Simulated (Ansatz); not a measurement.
ZnCu2SnS4:
```
ZnCu2SnS4
1.0
   -2.72591     2.72591     5.44068
    2.72591    -2.72591     5.44068
    2.72591     2.72591    -5.44068
Cu Zn Sn S
2 1 1 4
Direct
  0.00000   0.00000   0.00000
  0.75000   0.25000   0.50000
  0.25000   0.75000   0.50000
  0.50000   0.50000   0.00000
  0.37316   0.88603   0.00346
  0.11397   0.11743   0.48713
  0.88257   0.36970   0.99654
  0.63030   0.62684   0.51287
```

Relaxed with HSE06. Special points in fractions of this cell's reciprocal vectors: Γ (0.000, 0.000, 0.000); X (0.000, 0.000, 0.500); P (0.250, 0.250, 0.250); N (0.000, 0.500, 0.000); M (0.500, 0.500, -0.500); S (0.313, 0.687, -0.313); S0 (-0.313, 0.313, 0.313); R (-0.126, 0.126, 0.500); G (0.500, 0.500, -0.126).

Q: List the band energies nearest the valence-band maximum at these points for HSE06 in the plane-wave PAW code Ansatz.

A: In eV from the valence-band maximum; about four levels below and three above (degenerate sets whole), none deeper than 8.9 eV; points with the same levels are listed once.

| k | below | above |
|---|---|---|
| Γ | -1.74 -0.06 -0.06 0.00 | 1.44 3.08 4.13 |
| X | -0.90 -0.79 -0.57 -0.48 | 1.96 3.59 4.45 |
| P | -0.87 -0.87 -0.67 -0.63 | 2.18 4.10 4.34 |
| N | -1.36 -1.26 -1.18 -0.56 | 2.96 4.35 4.52 |
| M | -1.26 -1.26 -0.98 -0.98 | 2.58 3.12 3.12 |
| S | -1.54 -1.26 -0.77 -0.63 | 2.86 3.64 4.35 |
| R | -0.93 -0.84 -0.75 -0.66 | 2.19 3.79 4.87 |

Space group I-4. The cell was relaxed with HSE06 under the symmetry of its start. The run is not spin-polarised. The hybrid was solved on a coarse mesh, the path and, where they were found, the r²SCAN edge points; its band edges are the extreme levels among these. Spin–orbit coupling is left out wherever it is not named.

Potentials: the later of the program's two PAW sets.
